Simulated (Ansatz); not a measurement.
Total density of states per atom from PBEsol in the plane-wave PAW code Ansatz, in 0.25 eV bins, energy from the Fermi level:

```
E (eV) | states/eV/atom
    -7.85 | ##### 0.24
    -7.60 | ###### 0.27
    -7.35 | ######### 0.43
    -7.10 | ############ 0.56
    -6.85 | ####################### 1.08
    -6.60 | ############ 0.59
    -6.35 | ####### 0.35
    -6.10 | ##### 0.23
    -5.85 | ## 0.12
    -5.60 | ## 0.08
    -5.35 | ## 0.08
    -5.10 | ## 0.12
    -4.85 | #### 0.19
    -4.60 | ############# 0.61
    -4.35 | ################ 0.77
    -4.10 | ############################## 1.43
    -3.85 | ########################### 1.28
    -3.60 | ############### 0.73
    -3.35 | ############## 0.65
    -3.10 | ############## 0.65
    -2.85 | #################### 0.97
    -2.60 | ############# 0.64
    -2.35 | ################# 0.79
    -2.10 | ############################ 1.32
    -1.85 | ###################### 1.04
    -1.60 | ############## 0.68
    -1.35 | ##################### 1.01
    -1.10 | ############ 0.57
    -0.85 | ######################## 1.16
    -0.60 | ########################## 1.24
    -0.35 | ####################### 1.10
    -0.10 | ############# 0.60
     0.15 | ############ 0.55
     0.40 | ########## 0.50
     0.65 | ################# 0.80
     0.90 | ##################### 0.99
     1.15 | ############### 0.72
     1.40 | ########### 0.53
     1.65 | ########## 0.50
     1.90 | ########### 0.51
     2.15 | ######### 0.41
     2.40 | ######## 0.37
     2.65 | ######## 0.37
     2.90 | ##### 0.24
     3.15 | ###### 0.27
     3.40 | ######### 0.41
     3.65 | ########### 0.51
     3.90 | ############ 0.57
     4.15 | ############## 0.66
     4.40 | ######## 0.40
     4.65 | ###### 0.30
```

Question: Pick the material that matches.
(A) ZnGaNO, P3m1 (Ga on 1b, N on 1b, Zn on 1c, O on 1c)
(B) InRu3N, anti-perovskite
(C) AlRu, Cmcm (Al on 4c, Ru on 4c)
(D) MgInGaO4, R3m (Pearson symbol hR7)

Answer: B, InRu3N, anti-perovskite. Within 0.5 eV of the Fermi level: Ru 4d 91 %. Projections are on Löwdin-orthogonalised atomic valence shells; empty p or d shells of many metals are not among them.

Space group Pm-3m (anti-perovskite). The start of the workflow was typed in or built on a structure type; neither database checked (COD, Materials Project) lists it. Whether it is the stable phase at ambient conditions was not checked. The cell was relaxed with PBEsol under the symmetry of its start; whether a distortion lowers the energy is not shown. The workflow began spin-polarised and lost its moments. Scalar-relativistic: spin–orbit coupling is off unless named, which matters more the heavier the elements.

Potentials: the earlier of the program's two PAW sets. The files were generated under PBE; for other functionals the program regenerates the frozen cores, and for LDA and PBEsol the local potential too.
